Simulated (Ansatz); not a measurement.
Si$_{2}$Mo:
```
CELL_PARAMETERS angstrom
      4.58421     0.00000     0.00000
     -2.29210     3.97004     0.00000
      0.00000     0.00000     6.57628
ATOMIC_POSITIONS crystal
  Si 0.16386 0.83614 0.83333
  Si 0.32771 0.16386 0.16667
  Si 0.16386 0.32771 0.50000
  Si 0.83614 0.16386 0.83333
  Si 0.67229 0.83614 0.16667
  Si 0.83614 0.67229 0.50000
  Mo 0.50000 0.00000 0.50000
  Mo 0.50000 0.50000 0.83333
  Mo 0.00000 0.50000 0.16667
```

Relaxed with r²SCAN. Special points in fractions of this cell's reciprocal vectors: Γ (0.000, 0.000, 0.000); M (0.500, 0.000, 0.000); K (0.333, 0.333, 0.000); A (0.000, 0.000, 0.500); L (0.500, 0.000, 0.500); H (0.333, 0.333, 0.500).

### Question
List the band energies nearest the valence-band maximum at these points for the program Ansatz at the r²SCAN with spin–orbit coupling level (PAW).

### Answer
In eV from the valence-band maximum; about four levels below and three above (degenerate sets whole), none deeper than 8.9 eV; points with the same levels are listed once.

| k | below | above |
|---|---|---|
| Γ | -2.25 -2.25 -0.86 -0.86 | 2.22 2.22 2.54 2.54 |
| M | -1.10 -1.10 -0.68 -0.68 | 0.15 0.15 0.85 0.85 |
| K | -1.12 -1.12 -1.07 -0.90 -0.90 | 0.79 0.79 1.10 1.10 |
| A | -0.77 -0.77 -0.74 -0.74 | 2.04 2.04 2.49 2.49 |
| L | -1.28 -1.28 0.00 0.00 | 0.69 0.69 1.23 1.23 |
| H | -1.48 -1.48 -0.61 -0.61 | 0.77 0.77 1.30 1.30 1.30 |

Space group P6_222. The workflow started from a Materials Project entry (that database holds measured and hypothetical structures alike); the Crystallography Open Database copy checked does not list it. It is not the phase usual at ambient conditions (space group No. 139). The r²SCAN relaxation kept the symmetry of its start; its stability against distortions is not shown here. The run is not spin-polarised.

Potentials: the later of the program's two PAW sets.
